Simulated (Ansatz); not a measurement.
**BaAg₂As₂: frozen-core PAW against all-electron methods**

```xyz
5
Lattice="-2.3013 2.3013 5.4336 2.3013 -2.3013 5.4336 2.3013 2.3013 -5.4336" Properties=species:S:1:pos:R:3 pbc="T T T"
Ba    0.0000    0.0000    0.0000
Ag    0.0000    2.3013    2.7168
Ag    2.3013    0.0000    2.7168
As    0.0000    0.0000    4.1752
As    0.0000    0.0000    6.6920
```

Atoms are numbered in the order listed.

The conventional cell has a = 4.603 Å, b = 4.603 Å, c = 10.867 Å, α = 90.00°, β = 90.00°, γ = 90.00°. Around Ba (atom 1) lie 8 As at 3.49 Å and 8 Ag at 3.56 Å. Around Ag (atom 2) lie 4 As at 2.72 Å. As (atom 4) is surrounded by 1 As at 2.52 Å and 4 Ag at 2.72 Å.

Structure: COD 1562922, as refined from experiment and not relaxed.

No spin–orbit coupling, which matters for the heavy atoms here.

Levels of theory: DFT, PBE, PAW with Ansatz's default frozen-core files, scalar-relativistic (Ansatz 0.2.0); DFT, PBE, all-electron PAW with datasets made for the crystal, scalar-relativistic (Ansatz 0.2.0); DFT, PBE, all-electron LAPW, scalar-relativistic (Ansatz 0.2.0).

For PAW: a Γ-centred 8×8×11 k mesh, Fermi–Dirac smearing of 0.05 eV, cutoff 420 eV, no spin polarisation; this mesh doesn't keep the crystal's whole symmetry, which leaves small spurious terms. The crystal-made all-electron datasets (AE datasets) take a cutoff of 300 eV at this cell. LAPW targets a basis error of 1 meV/atom. The Ansatz runs share mesh, smearing and spin set-up. Plane-wave (PAW) pressures include the program's estimate of the Pulay term.

Stress and pressure are positive in compression.

Levels count from the Fermi level.

| quantity | PAW | AE datasets | LAPW |
| --- | --- | --- | --- |
| pressure (GPa) | 2.65 | 2.65 | 2.65 |
| stress xx (GPa) | 1.90 | 1.91 | 1.91 |
| stress zz (GPa) | 4.14 | 4.14 | 4.14 |
| force on As4, z (eV/Å) | -0.235 | -0.234 | -0.235 |
| highest filled level at Γ (eV) | -0.011 | -0.012 | -0.012 |
| lowest empty level at Γ (eV) | 1.198 | 1.198 | 1.198 |
| highest filled level at M (eV) | -0.135 | -0.136 | -0.136 |
| lowest empty level at M (eV) | 0.668 | 0.667 | 0.667 |
| highest filled level at S (eV) | -2.191 | -2.191 | -2.191 |
| lowest empty level at S (eV) | 0.126 | 0.125 | 0.125 |
